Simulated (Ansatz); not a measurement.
IrO2:
```yaml
crystal:
  lattice:
    - [4.52828, 0.00000, 0.00000]
    - [0.00000, 4.52828, 0.00000]
    - [0.00000, 0.00000, 3.18076]
  atoms:
    - { symbol: Ir, position: [0.00000, 0.00000, 0.00000] }
    - { symbol: Ir, position: [0.50000, 0.50000, 0.50000] }
    - { symbol: O, position: [0.30856, 0.30856, 0.00000] }
    - { symbol: O, position: [0.19144, 0.80856, 0.50000] }
    - { symbol: O, position: [0.69144, 0.69144, 0.00000] }
    - { symbol: O, position: [0.80856, 0.19144, 0.50000] }
```

Relaxed with PBE.

### Question
Map the electron localisation function on the plane through (0.000, 0.000, 0.000) spanned by u = [0, 0, 1] and v = [1, 1, 0] in lattice vectors, from PBE (plane waves, PAW; program Ansatz).

### Answer
x is the fraction of u, y of v (the angle between them is 90°; rows are the nearest grid lines); atoms in the plane: Ir at (0.00, 0.00), Ir at (0.50, 0.50), O at (0.00, 0.31), O at (0.00, 0.69).
```
y \ x   0.000  0.0625  0.188  0.250  0.375  0.438  0.562  0.625  0.750  0.812  0.938   1.00
------  -----  ------  -----  -----  -----  -----  -----  -----  -----  -----  -----  -----
1.00    0.275   0.445  0.709  0.548  0.141  0.088  0.088  0.141  0.548  0.709  0.445  0.275
0.938   0.602   0.677  0.735  0.555  0.146  0.081  0.081  0.146  0.555  0.735  0.677  0.602
0.844   0.197   0.199  0.198  0.171  0.067  0.036  0.036  0.067  0.171  0.198  0.199  0.197
0.781   0.824   0.809  0.566  0.317  0.051  0.029  0.029  0.051  0.317  0.566  0.809  0.824
0.688   0.232   0.420  0.800  0.664  0.197  0.267  0.267  0.197  0.664  0.800  0.420  0.232
0.625   0.700   0.752  0.755  0.369  0.276  0.548  0.548  0.276  0.369  0.755  0.752  0.700
0.531   0.148   0.153  0.229  0.430  0.628  0.519  0.519  0.628  0.430  0.229  0.153  0.148
0.469   0.148   0.153  0.229  0.430  0.628  0.519  0.519  0.628  0.430  0.229  0.153  0.148
0.375   0.700   0.752  0.755  0.369  0.276  0.548  0.548  0.276  0.369  0.755  0.752  0.700
0.312   0.232   0.420  0.800  0.664  0.197  0.267  0.267  0.197  0.664  0.800  0.420  0.232
0.219   0.824   0.809  0.566  0.317  0.051  0.029  0.029  0.051  0.317  0.566  0.809  0.824
0.156   0.197   0.199  0.198  0.171  0.067  0.036  0.036  0.067  0.171  0.198  0.199  0.197
0.0625  0.602   0.677  0.735  0.555  0.146  0.081  0.081  0.146  0.555  0.735  0.677  0.602
0.000   0.275   0.445  0.709  0.548  0.141  0.088  0.088  0.141  0.548  0.709  0.445  0.275
```

The density is the valence pseudo-density with augmentation charge, so density and ELF within about 1 Å of a nucleus are not all-electron values.

Space group P4_2/mnm (rutile). The PBE relaxation kept the symmetry of its start; of distortions, only those at the zone centre were tested. The run is not spin-polarised. Spin–orbit coupling is left out wherever it is not named.

Potentials: the later of the program's two PAW sets.
